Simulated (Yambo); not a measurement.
Yambo run on Na2PtH4 (space group I4/mmm, No. 139). The wavefunctions come from this Quantum ESPRESSO step (LDA, PseudoDojo standard norm-conserving files, scalar-relativistic):

```
&CONTROL
  calculation = 'nscf'
  pseudo_dir = './pseudo'
  outdir = './out'
/
&SYSTEM
  ibrav = 0
  nat = 7
  ntyp = 3
  ecutwfc = 88.0
  ecutrho = 352.0
  occupations = 'fixed'
  force_symmorphic = .true.
  nbnd = 133
/
&ELECTRONS
  conv_thr = 7.000000000000001e-09
  diago_full_acc = .true.
  diago_thr_init = 1e-08
/
ATOMIC_SPECIES
H 1.0080 H.upf
Na 22.9898 Na.upf
Pt 195.0840 Pt.upf
CELL_PARAMETERS angstrom
 -2.597275000000   2.597275000000   3.308750000000
  2.597275000000  -2.597275000000   3.308750000000
  2.597275000000   2.597275000000  -3.308750000000
ATOMIC_POSITIONS crystal
H   0.223950000000   0.223950000000   0.447900000000
H   0.776050000000   0.776050000000   0.552100000000
H   0.223950000000   0.776050000000   0.000000000000
H   0.776050000000   0.223950000000   0.000000000000
Na   0.750000000000   0.250000000000   0.500000000000
Na   0.250000000000   0.750000000000   0.500000000000
Pt   0.000000000000   0.000000000000   0.000000000000
K_POINTS automatic
4 4 4 0 0 0
```

Yambo input:

```
rim_cut
gw0
dyson
el_el_corr
HF_and_locXC
ppa
em1d
RandQpts= 1000000
RandGvec= 1 Ry
EXXRLvcs= 88 Ry
VXCRLvcs= 352 Ry
Chimod= "HARTREE"
% BndsRnXp
 7 | 132 |
%
NGsBlkXp= 7 Ry
% LongDrXp
 1.0 | 1.0 | 1.0 |
%
PPAPntXp= 27.2114 eV
% GbndRnge
 1 | 132 |
%
GTermKind= "BG"
DysSolver= "n"
ExtendOut
% QPkrange
 1 | 1 | 20 | 21 |
 3 | 3 | 20 | 21 |
 6 | 6 | 20 | 21 |
 8 | 8 | 20 | 21 |
 12 | 12 | 20 | 21 |
 13 | 13 | 20 | 21 |
%
```

k points by index: 1 = Γ, 3 = X, 6 = N, 8 = P, 12 = (0.25, -0.25, -0.5), 13 = Z.

Table of the .qp output:

```
#    K-point    Band    Eo [eV]    E [eV]    E-Eo [eV]    Vxc [eV]    Vnlxc [eV]    Sc|Eo [eV]    Sc|E [eV]    dSc/dw|Eo [eV]    Re(Z)    Im(Z)
#
    1    20    -0.387513    -1.696307    -1.308794    -11.85104    -15.25994    1.788476    2.100103    -6.478529    0.807699    -0.001383
    1    21    6.430844    7.412317    0.981474    -9.730496    -4.921093    -3.634283    -3.827929    -5.365766    0.835268    -0.004336
    3    20    -0.344467    -1.305749    -0.961282    -17.24345    -21.15251    2.691828    2.947780    -7.244062    0.789752    -0.001727
    3    21    3.779613    4.635080    0.855467    -12.75542    -9.073711    -2.648013    -2.826247    -5.668797    0.827591    -0.001169
    6    20    -0.213947    -1.166537    -0.952590    -18.29325    -22.50091    2.997213    3.255074    -7.364712    0.786997    -0.001617
    6    21    4.580664    5.366832    0.786168    -9.566468    -5.498915    -3.120567    -3.281385    -5.565857    0.830191    -0.781995E-3
    8    20    -0.287525    -1.278987    -0.991462    -17.44070    -21.48912    2.791252    3.056956    -7.291250    0.788672    -0.001658
    8    21    2.605143    3.376230    0.771087    -10.86543    -7.321548    -2.619500    -2.772796    -5.409061    0.834180    -0.001237
    12    20    0.000000    -0.971607    -0.971607    -17.37301    -21.20836    2.608858    2.863741    -7.137327    0.792207    -0.001552
    12    21    2.915973    3.664206    0.748233    -9.240291    -5.556485    -2.789394    -2.935572    -5.315420    0.836582    -0.001231
    13    20    -0.027297    -0.980638    -0.953341    -17.23361    -20.93859    2.501006    2.751638    -7.152777    0.791850    -0.001577
    13    21    1.987803    2.677364    0.689561    -8.458308    -4.936450    -2.700815    -2.832297    -5.187832    0.839876    -0.001207
```
(The two width columns are left out.) Convergence of these settings isn't established.

Spin-orbit coupling is not included.

Geometry of the Materials Project entry, not relaxed at this level.
